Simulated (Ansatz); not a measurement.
A geometry of HfSiO₄ away from equilibrium: step 16 of the relaxation of a generated trial cell of HfSiO4 in the AFLOW prototype AB4C_tI12_82_c_g_a (H0_7, as in BPO4). The numbers are results of PBEsol (plane waves to 420 eV, PAW, scalar-relativistic; Ansatz, a quantum-chemistry and plane-wave program), not measurements. Γ-centred k-mesh 8×8×8 on the run's cell (coarser than for final values), Fermi–Dirac smearing 0.05 eV.

```yaml
crystal:
  lattice:
    - [-2.61031, 2.61031, 4.05855]
    - [2.61031, -2.61031, 4.05855]
    - [2.61031, 2.61031, -4.05855]
  atoms:
    - { symbol: Hf, position: [0.75000, 0.25000, 0.50000] }
    - { symbol: O, position: [0.33735, 0.23871, 0.34703] }
    - { symbol: O, position: [0.89169, 0.99032, 0.65297] }
    - { symbol: O, position: [0.00968, 0.66265, 0.90136] }
    - { symbol: O, position: [0.76129, 0.10831, 0.09864] }
    - { symbol: Si, position: [0.00000, 0.00000, 0.00000] }
```

Task: Which atoms carry the largest force, and which way does it point?

Result: 0.01 eV/Å, on O2, O3, O4, O5 (atoms numbered as listed); on O3 its components are (0.00, 0.00, 0.01).

Task: What is the pressure?

Result: +2.5 GPa, compression positive.

No spin polarisation in the result.

The run could not lose the symmetry of its start, so the end can be a saddle point.

The end of the path is a generated cell of HfSiO4: the first start was made by placing the elements on the sites of a structure type, and the end was not matched to a known phase here, so it may be hypothetical.
